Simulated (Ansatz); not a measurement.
SnO in space group P4/nmm (No. 129; Sn on 2c, O on 2a), plane-wave PAW LDA (Ansatz code), all energies at zero smearing, with the estimated change up to a 700 eV cutoff added, with one set of potentials and settings (totals compare only within such a set). Cell of 4 atoms (2 Sn, 2 O): -12869.848 eV.

```tsv
element	reference phase	E (eV/atom)
Sn	I4_1/amd, 2 atoms in the cell	-5879.5359
O	C2/m, 4 atoms in the cell, spin-polarised	-552.6518
```

Formation energy per atom, worked out: (-12869.848 − 2×(-5879.5359) − 2×(-552.6518))/4 = -1.368 eV/atom (-132 kJ per mol of atoms), at 0 K, without zero-point energy or fitted corrections.

Symmetry was held in the LDA relaxation; of distortions, only those at the zone centre were tested. A crystal of weakly bound layers computed without a dispersion correction: the cell and the soft elastic constants depend strongly on that. The references are the lowest solids computed at this level, not always the standard phases (solids in place of the gases). Spin–orbit coupling is left out wherever it is not named.

Potentials: the later of the program's two PAW sets.
